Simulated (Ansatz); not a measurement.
**Ta2Tl: rattling a relaxed structure**

The structure comes from a generated guess, relaxed at this level; another structure or a mixture of phases may lie lower.

Method: Ansatz, DFT PBE, scalar-relativistic, plane waves, PAW. Plane waves to 420 eV, a k mesh through Γ of 12×12×4 on the computed 6-atom cell and Gaussian smearing (0.10 eV); no spin polarisation.

The cell below (6 atoms, space group P6_3/mmc (No. 194)) is relaxed within its symmetry.

```
CELL_PARAMETERS angstrom
3.03580 0.00000 0.00000
-1.51790 2.62908 0.00000
0.00000 0.00000 15.19746
ATOMIC_POSITIONS crystal
Ta 0.66667 0.33333 0.41837
Ta 0.33333 0.66667 0.91837
Ta 0.66667 0.33333 0.08163
Ta 0.33333 0.66667 0.58163
Tl 0.66667 0.33333 0.75000
Tl 0.33333 0.66667 0.25000
```

For the test a repeat of it with 12 atoms (edges 3.04, 5.26, 15.20 Å) was strained at random (σ = 1.5 % a component), the atoms were moved at random (σ = 0.10 Å), and all was relaxed again on a coarse 8×4×2 mesh (in the run’s order of axes) with 0.20 eV smearing, with no symmetry imposed.

These runs have no spin–orbit coupling, which can matter for Ta and Tl.

**Question.** Is the structure stable against such a distortion?

**Answer.** It doesn't return. The energy falls by 119 meV/atom on that mesh, the volume changes by 0.9 %, and the end has space group C2/c (No. 15) at a loose tolerance. Relaxed again on a 14×14×4 mesh with 0.10 eV smearing, the new structure lies 119 meV/atom below the first (mesh in the axes of the run's cell; the cell below is made exact in the group named). Space group C2/c (No. 15), monoclinic, a = 3.067 Å, b = 5.392 Å, c = 14.881 Å, β = 95.7°. Around Ta lie 2 Ta at 2.77 Å, 6 Ta at 3.07–3.10 Å, 3 Tl at 3.10–3.13 Å and 2 Ta at 3.52 Å; Tl is surrounded by 6 Tl at 3.07–3.10 Å and 6 Ta at 3.10–3.13 Å.

```
Ta Tl
1.0
     1.53359   -2.69601    0.00000
     1.53359    2.69601    0.00000
    -1.47276    0.00000   14.80778
Ta Tl
4 2
Cartesian
  1.1821 0.6737 6.2556
  0.4457 -0.6737 13.6594
  1.1487 0.6737 1.1483
  0.4124 -0.6737 8.5522
  0.4290 -2.4888 11.1058
  1.1654 2.4888 3.7019
```
